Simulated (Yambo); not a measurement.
Yambo run on Rb₂SiF₆ (space group Fm-3m, No. 225). The wavefunctions come from this Quantum ESPRESSO step (LDA, PseudoDojo standard norm-conserving files, scalar-relativistic):

```
&CONTROL
  calculation = 'nscf'
  pseudo_dir = './pseudo'
  outdir = './out'
/
&SYSTEM
  ibrav = 0
  nat = 9
  ntyp = 3
  ecutwfc = 84.0
  ecutrho = 336.0
  occupations = 'fixed'
  force_symmorphic = .true.
  nbnd = 217
/
&ELECTRONS
  conv_thr = 9.000000000000001e-09
  diago_full_acc = .true.
  diago_thr_init = 1e-08
/
ATOMIC_SPECIES
F 18.9984 F.upf
Si 28.0850 Si.upf
Rb 85.4678 Rb.upf
CELL_PARAMETERS angstrom
  0.000000000000   4.176640000000   4.176640000000
  4.176640000000   0.000000000000   4.176640000000
  4.176640000000   4.176640000000   0.000000000000
ATOMIC_POSITIONS crystal
F   0.796230000000   0.203770000000   0.796230000000
F   0.203770000000   0.796230000000   0.203770000000
F   0.796230000000   0.203770000000   0.203770000000
F   0.203770000000   0.796230000000   0.796230000000
F   0.796230000000   0.796230000000   0.203770000000
F   0.203770000000   0.203770000000   0.796230000000
Si   0.000000000000   0.000000000000   0.000000000000
Rb   0.750000000000   0.750000000000   0.750000000000
Rb   0.250000000000   0.250000000000   0.250000000000
K_POINTS automatic
2 2 2 0 0 0
```

Yambo input:

```
rim_cut
gw0
dyson
el_el_corr
HF_and_locXC
ppa
em1d
RandQpts= 1000000
RandGvec= 1 Ry
EXXRLvcs= 84 Ry
VXCRLvcs= 336 Ry
Chimod= "HARTREE"
% BndsRnXp
 1 | 215 |
%
NGsBlkXp= 7 Ry
% LongDrXp
 1.0 | 1.0 | 1.0 |
%
PPAPntXp= 27.2114 eV
% GbndRnge
 1 | 215 |
%
GTermKind= "BG"
DysSolver= "n"
ExtendOut
% QPkrange
 1 | 1 | 32 | 33 |
 2 | 2 | 32 | 33 |
%
```

k points by index: 1 = Γ, 2 = L.

Table of the .qp output:

```
#    K-point    Band    Eo [eV]    E [eV]    E-Eo [eV]    Vxc [eV]    Vnlxc [eV]    Sc|Eo [eV]    Sc|E [eV]    dSc/dw|Eo [eV]    Re(Z)    Im(Z)
#
    1    32    0.000000    -2.793829    -2.793829    -22.86368    -30.86912    4.642563    5.211606    -5.542145    0.830791    -0.948655E-3
    1    33    7.148940    8.872337    1.723397    -9.566657    -4.826627    -2.831909    -3.016633    -2.916575    0.903193    -0.539078E-3
    2    32    -0.067313    -2.870407    -2.803094    -22.71123    -30.71773    4.633113    5.203408    -5.535986    0.830948    -0.954488E-3
    2    33    9.189064    10.93669    1.747623    -9.245855    -4.666499    -2.643898    -2.831733    -2.924593    0.902953    -0.540536E-3
```
(The two width columns are left out.) Convergence of these settings isn't established.

Geometry of the Materials Project entry, not relaxed at this level.

The structure is a Materials Project entry; no match was found in the copy of COD used, and its stability was not checked.
